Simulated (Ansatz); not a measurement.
B in its lowest state found on the top face of a (100) slab of W (Im-3m (No. 229)), 5 planes, outer planes W (top) and W (bottom); 1 a cell of 9.95 Å², its atoms last:

```xyz
6
Lattice="3.1544 0.0000 0.0000 0.0000 3.1544 0.0000 0.0000 0.0000 25.3087" Properties=species:S:1:pos:R:3 pbc="T T T"
W     1.5772    1.5772    8.5000
W     0.0000    0.0000   10.0772
W     1.5772    1.5772   11.6485
W     0.0000    0.0000   13.1540
W     1.5772    1.5772   14.9102
B     0.0000    0.0000   15.4107
```

The calculation used DFT PBEsol, scalar-relativistic, plane waves, PAW in Ansatz 0.2.0. Cutoff 420 eV; k points 9×9×1 on the computed 6-atom cell (Γ-centred); Gaussian smearing, width 0.10 eV; no spin polarisation. The cell repeats along c with a dipole correction in the vacuum.

The clean top face has a work function of 4.21 eV. Adsorption changes the slab's dipole along +c by Δp = -0.0277 e·Å a cell (-0.13 D an adsorbate).

(1) What change of work function does the Helmholtz equation give?

(2) How does that compare with the calculation?

(3) What does the sign say about the electrons?

Spin-orbit coupling is left out, which matters for the bands of heavy elements.

Results:

(1) A sheet of dipoles makes a step in an electron's potential energy of −e·Δp/(ε0·A), and e/ε0 = 180.95 eV·Å for Δp in e·Å: −180.95 × (-0.0277)/9.95 = +0.50 eV. This is the change of φ(top) − φ(bottom). If the bottom face is unmoved, φ(top) becomes 4.72 eV.

(2) φ(top) changes by +0.47 eV and φ(bottom) by -0.03 eV, so their difference changes by +0.50 eV. The bottom face hardly moves.

(3) The change of dipole points into the surface (negative end outward), so the work function rises. Electrons gather on the vacuum side. Δp also holds the adsorbate's own dipole and the moves of the surface atoms, so it isn't a charge transfer alone.